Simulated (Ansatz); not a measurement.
BaS (rock salt, Fm-3m), LDA in the plane-wave PAW code Ansatz: ε∞ = 5.13, cell volume 61.66 Å³. Infrared-active transverse modes:

```csv
ω_TO (cm⁻¹),oscillator strength S_xx (e²/amu)
151.4,0.2663
```

Problem. Compute the static dielectric constant.

Solution. Each mode adds (4.921e7/V) S/ω²: 9.27. So ε0 = 14.4.

Problem. What LO frequency does the Lyddane–Sachs–Teller relation give?

Solution. ω_LO = ω_TO √(ε0/ε∞) = 254 cm⁻¹.

Symmetry was held in the LDA relaxation; phonons on a q-mesh show no instability. Spin–orbit coupling is left out wherever it is not named.

Potentials: the later of the program's two PAW sets.
